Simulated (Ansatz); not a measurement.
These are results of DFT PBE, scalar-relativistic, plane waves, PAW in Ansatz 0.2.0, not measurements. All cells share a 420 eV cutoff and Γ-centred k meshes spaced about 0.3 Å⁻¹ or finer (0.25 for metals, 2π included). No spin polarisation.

All energies are static (0 K, no zero-point motion).

Two relaxed structures of Rb₃NaO₂:

A. Space group Cmmm (No. 65), orthorhombic, a = 8.342 Å, b = 9.752 Å, c = 4.272 Å. Rb on a site of symmetry mmm is surrounded by 2 O at 2.67 Å, 8 Rb at 3.85 Å, 2 Na at 4.17 Å and 2 Rb at 4.27 Å; Rb on a site of symmetry 2/m has 4 O at 2.99 Å, 4 Na at 3.85 Å, 4 Rb at 3.85 Å and 4 Rb at 4.17–4.27 Å; Na has 2 O at 2.21 Å, 8 Rb at 3.85 Å and 2 Rb at 4.17 Å; around O lie 1 Na at 2.21 Å, 1 Rb at 2.67 Å and 4 Rb at 2.99 Å.

B. Space group P-3m1 (No. 164), trigonal, a = 4.960 Å, c = 9.706 Å. Around Rb on a site of symmetry 3m lie 3 O at 2.87 Å, 3 Na at 3.54 Å and 3 Rb at 3.99 Å; Rb on a site of symmetry -3m is surrounded by 2 O at 2.66 Å and 6 Rb at 3.99 Å; Na is surrounded by 2 O at 2.19 Å and 6 Rb at 3.54 Å; around O lie 1 Na at 2.19 Å, 1 Rb at 2.66 Å and 3 Rb at 2.87 Å.

Question: Which would you expect to be lower, and how large is the difference?

Answer: They are level within the accuracy (under 1 meV/atom apart). A has space group Cmmm (No. 65), 29.0 Å³/atom and no gap on its mesh; B has space group P-3m1 (No. 164), 34.5 Å³/atom and no gap. Counting O atoms around Na and Rb (those within 1.25 times the shortest such distance or 1.15 times the sum of covalent radii; a slash parts the counts of unlike sites), A has Rb 2/4, Na 2 and B has Rb 2/3, Na 2. Both come from trial cells of a structure search, whose lowest cell (Pm, 26.8 Å³/atom) lies 123 meV/atom below the lower of the two.

The zero gap of Cmmm, P-3m1 may come from the functional, which often closes small gaps, or the cell may be a true semimetal. Trial moments fell under 0.15 μB along the way in Cmmm and P-3m1; another start might hold them. Cells relaxed within their symmetry can be saddle points. Some types were kept out of the candidates beforehand, so the set may lack a known form.
